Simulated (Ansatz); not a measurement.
HfO2 with Cl replacing O: gradients before and after relaxing the atoms

Start: a supercell of HfO2 (fluorite type, Fm-3m) built from a structure deposited in the COD, with all atoms left at the host's positions.

Space group F-43m (No. 216); a = 10.2300 Å.

```
site  Wyckoff  site symmetry       x       y       z
 Hf1      16e            .3m  0.3750  0.1250  0.3750
 Hf4      16e            .3m  0.8750  0.8750  0.6250
  Cl       4a           -43m  0.5000  0.0000  0.5000
 O10      24g           2.mm  0.7500  0.0000  0.7500
 O16       4b           -43m  0.0000  0.5000  0.0000
 O17       4d           -43m  0.7500  0.7500  0.7500
 O18      24f           2.mm  0.0000  0.7500  0.0000
 O24       4c           -43m  0.2500  0.2500  0.2500
```

One atom of each set is listed; the run and its k-mesh use a cell of 24 atoms with edges of 7.23, 7.23, 7.23 Å.

All values are calculated (Ansatz; DFT, PBE, plane waves and PAW, scalar-relativistic, collinear spin, 420 eV cutoff, Γ-centred 3×3×3 k-points, Fermi–Dirac smearing 0.01 eV), not measured. Start moments as typed (μB): 1 on each Cl, none on the rest.

The largest force at the start is 6.9 eV/Å. Relaxing the ions at fixed cell moves them by 0.166 Å at most (atom 1, Hf) and 0.075 Å rms. End positions:

Hf1 (0.3656, 0.1344, 0.3656)
Hf4 (0.8768, 0.8768, 0.6232)
Cl (0.5000, 0.0000, 0.5000)
O10 (0.7500, 0.0036, 0.7500)
O16 (0.0000, 0.5000, 0.0000)
O17 (0.7500, 0.7500, 0.7500)
O18 (0.0000, 0.7455, 0.0000)
O24 (0.2500, 0.2500, 0.2500)

```tsv
site	moved (Å)	first shell before	first shell after	V_zz before (10²¹ V/m²)	η before
Hf1	0.166	7 O at 2.21 Å, 1 Cl at 2.21 Å	7 O at 2.05–2.30 Å, 1 Cl at 2.38 Å	-2.63	0.00
Hf4	0.031	8 O at 2.21 Å	8 O at 2.18–2.25 Å	-0.43	0.00
Cl	0.000	4 Hf at 2.21 Å	4 Hf at 2.38 Å	0.00	–
O10	0.037	4 Hf at 2.21 Å	4 Hf at 2.14–2.25 Å	-0.16	0.12
O18	0.046	4 Hf at 2.21 Å	4 Hf at 2.18–2.30 Å	0.90	0.59
```

Q: How do the gradients change?

A: 

```json
{"site": "Hf1", "V_zz after": "-1.90", "η after": "0.00", "change of V_zz": "+0.73"}
{"site": "Hf4", "V_zz after": "-0.49", "η after": "0.00", "change of V_zz": "-0.06"}
{"site": "Cl", "V_zz after": "0.00", "η after": "–", "change of V_zz": "0.00"}
{"site": "O10", "V_zz after": "0.82", "η after": "0.74", "change of V_zz": "+0.98"}
{"site": "O18", "V_zz after": "0.37", "η after": "0.26", "change of V_zz": "–"}
```

The largest change of V_zz along a kept axis is on O10, from -0.16 to 0.82. In per cent, |V_zz| changes by -27 on Hf (all sites that start above 2). On O10 V_xx and V_yy change places (or their axes turn by over 50°), so the two values of η hide a larger change. V_zz changes sign on O10 (same axis). On O18 the largest principal value lies along another axis in the second run, so the two V_zz can't be compared directly. Other sites without a gradient aren't listed. The electronic state changes along with the positions (absolute moment from 0.2 to 0.6 μB), so the changes aren't those of geometry alone.

The defect repeats with the cell of 24 atoms, so it feels its images: sites between two images don't show the values beside a lone defect, and zeros or small values of η there can come from the images' arrangement. This high-symmetry form of HfO2 is unstable when cold, to shifts of the oxygen columns, towards the tetragonal form. The symmetry of the cell holds that distortion back, wholly or in part, and it would change the field gradients, the more the larger the distortion. The defect cell has no gap above 0.1 eV on its mesh, so the values can hang on the smearing and the k-mesh. Without spin–orbit coupling the gradients at and beside Hf can be off by some per cent, at some sites by more. The cell keeps the host's lattice, where the PBE pressure is 10 GPa. The run lost most of its start moments on Cl; a state with other moments may lie lower.
Before: The neighbours have not yet relaxed around the defect (largest force 6.9 eV/Å), so the values at and beside it are those of a strained start, not of the defect in a real crystal.
After: The relaxation keeps the site symmetry -43m of the start, so the impurity can't leave its site; a distortion that would localise the partly filled state isn't explored.
